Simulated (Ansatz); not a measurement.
KSb:
```cif
data_K8Sb8
_chemical_formula_sum 'K8 Sb8'
_space_group_name_H-M_alt 'P 1'
_space_group_IT_number 1
_cell_length_a 6.98669
_cell_length_b 6.80725
_cell_length_c 13.04468
_cell_angle_alpha 90.000
_cell_angle_beta 115.130
_cell_angle_gamma 90.000
loop_
_space_group_symop_operation_xyz
  'x, y, z'
loop_
_atom_site_label
_atom_site_type_symbol
_atom_site_fract_x
_atom_site_fract_y
_atom_site_fract_z
_atom_site_occupancy
K1 K 0.77814 0.40087 0.66932 1
K2 K 0.22186 0.59913 0.33068 1
K3 K 0.22186 0.90087 0.83068 1
K4 K 0.77814 0.09913 0.16932 1
K5 K 0.76008 0.66716 0.96659 1
K6 K 0.23992 0.33284 0.03341 1
K7 K 0.23992 0.16716 0.53341 1
K8 K 0.76008 0.83284 0.46659 1
Sb1 Sb 0.68109 0.89999 0.71182 1
Sb2 Sb 0.31891 0.10001 0.28818 1
Sb3 Sb 0.31891 0.39999 0.78818 1
Sb4 Sb 0.68109 0.60001 0.21182 1
Sb5 Sb 0.68707 0.16678 0.88076 1
Sb6 Sb 0.31293 0.83322 0.11924 1
Sb7 Sb 0.31293 0.66678 0.61924 1
Sb8 Sb 0.68707 0.33322 0.38076 1
```

Relaxed with LDA.

Which orbitals make up the states near the band edges in DFT-LDA in the program Ansatz with PAW potentials?

Top 1 eV of the valence band: Sb 5p 89 %. Bottom 1 eV of the conduction band: Sb 5p 63 %, K 4s 12 %, Sb 5s 11 %, outside the projected shells 12 %. Projections are on Löwdin-orthogonalised atomic valence shells; empty p or d shells of many metals are not among them.

Tabulate the density of states.

States/eV per cell of 16 atoms, in 0.25 eV bins, energy from the valence-band maximum.

```
E (eV)  total  Sb 5p  K 4s  Sb 5s
------  -----  -----  ----  -----
-7.85    2.81   0.49  0.13   2.17
-7.60    2.97   0.52  0.14   2.28
-7.35    2.09   0.36  0.06   1.65
-7.10    3.38   0.55  0.08   2.72
-6.85    4.11   0.60  0.10   3.37
-6.60    7.12   0.85  0.17   6.02
-6.35    0.00   0.00  0.00   0.00
-6.10    0.00   0.00  0.00   0.00
-5.85    0.00   0.00  0.00   0.00
-5.60    0.00   0.00  0.00   0.00
-5.35    0.00   0.00  0.00   0.00
-5.10    0.00   0.00  0.00   0.00
-4.85    0.00   0.00  0.00   0.00
-4.60    0.00   0.00  0.00   0.00
-4.35    0.00   0.00  0.00   0.00
-4.10    0.00   0.00  0.00   0.00
-3.85    0.00   0.00  0.00   0.00
-3.60    0.00   0.00  0.00   0.00
-3.35    5.14   4.87  0.14   0.04
-3.10    7.23   6.40  0.51   0.19
-2.85   10.39   8.66  1.18   0.34
-2.60   10.77   9.14  1.00   0.37
-2.35   12.62  11.18  0.54   0.59
-2.10   15.33  13.82  0.43   0.70
-1.85    2.51   2.30  0.04   0.11
-1.60    0.61   0.49  0.09   0.02
-1.35   11.09   9.82  0.74   0.18
-1.10   10.31   8.93  0.75   0.27
-0.85   12.27  10.78  0.65   0.38
-0.60   10.76   9.53  0.54   0.25
-0.35   12.34  11.18  0.40   0.23
-0.10    6.61   5.87  0.29   0.10
0.15     0.00   0.00  0.00   0.00
0.40     0.00   0.00  0.00   0.00
0.65     0.01   0.01  0.00   0.00
0.90     2.33   1.45  0.38   0.31
1.15     7.84   4.80  1.21   0.99
1.40    11.37   7.12  1.44   1.26
1.65    13.36   8.89  1.18   1.20
1.90     7.89   5.30  0.56   0.60
2.15     5.55   3.64  0.42   0.39
2.40     6.73   3.19  1.18   0.35
2.65     6.96   2.51  1.48   0.30
2.90    12.23   2.61  3.28   0.34
3.15    10.29   2.25  2.57   0.34
3.40    11.99   2.30  2.80   0.27
3.65    14.76   2.40  3.43   0.28
3.90    15.86   2.28  2.93   0.24
4.15    14.07   1.62  2.27   0.16
4.40    13.55   1.22  2.01   0.14
4.65    14.79   1.19  1.93   0.14
4.90    15.48   1.04  1.68   0.12
5.15    15.37   0.93  1.49   0.09
5.40    17.75   1.05  1.57   0.09
```

Space group P2_1/c. The workflow started from a Materials Project entry (that database holds measured and hypothetical structures alike); the Crystallography Open Database files this formula in space group No. 14, but the cells were not matched. Its standing as an ambient phase is unchecked. The cell was relaxed with LDA under the symmetry of its start; whether a distortion lowers the energy is not shown. Scalar-relativistic: spin–orbit coupling is off unless named, which matters more the heavier the elements.

Potentials: the later of the program's two PAW sets.
